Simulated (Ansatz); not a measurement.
Consider the following.

NbAs:
```
CELL_PARAMETERS angstrom
     -1.73670     1.73670     5.87521
      1.73670    -1.73670     5.87521
      1.73670     1.73670    -5.87521
ATOMIC_POSITIONS crystal
  Nb 0.99939 0.99939 0.00000
  Nb 0.74939 0.24939 0.50000
  As 0.41761 0.41761 0.00000
  As 0.16761 0.66761 0.50000
```

This is the PBE-relaxed structure.

Q: All from PBE (plane waves, PAW; program Ansatz), unless another level is named. Predict the electronic character.

A: no gap, with almost no states at the Fermi level (zero-gap or semimetallic).

Q: Give the formation energy from the elements (no fitted shifts).

A: -0.69 eV/atom.

Q: Give the gap with spin–orbit coupling.

A: none (metallic).

Space group I4_1md. The PBE relaxation kept the symmetry of its start; of distortions, only those at the zone centre were tested. No spin polarisation was allowed. A small band overlap can be real or an error of a semilocal functional. The references are the lowest solids computed at this level, not always the standard phases. Scalar-relativistic: spin–orbit coupling is off unless named, which matters more the heavier the elements.

Potentials: the later of the program's two PAW sets.
